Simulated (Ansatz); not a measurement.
A geometry of Al$_{2}$Au away from equilibrium: the start of the relaxation of a relaxed Al2Au cell deformed by the Cartesian strain tensor (xx, yy, zz, yz, xz, xy) = (0.037, 0.041, -0.028, -0.065, -0.064, 0.030). The numbers are results of PBE (plane waves to 420 eV, PAW, scalar-relativistic; Ansatz, a first-principles code), not measurements. Γ-centred k-mesh 9×9×8 on the run's cell (coarser than for final values), Fermi–Dirac smearing 0.05 eV.

```xyz
3
Lattice="-0.1015 2.9590 2.7499 2.9499 -0.1045 2.7529 3.2332 3.2454 -0.3879" Properties=species:S:1:pos:R:3:forces:R:3 pbc="T T T" free_energy=-14225.228 pressure_GPa=-0.9
Al     1.5204     1.5250     1.2787    0.5285    0.5182    0.0409
Al     4.5612     4.5749     3.8362   -0.5285   -0.5182   -0.0409
Au     0.0000     0.0000     0.0000    0.0000    0.0000    0.0000
```

Positions in Å, forces in eV/Å, free energy of the cell in eV (comparable only within this code, potentials and settings). Largest force: 0.74 eV/Å, on Al1, Al2 (atoms numbered as listed); the geometry lies 0.14 eV/atom above the end of its relaxation.

No spin polarisation in the result.

The run could not lose the symmetry of its start.
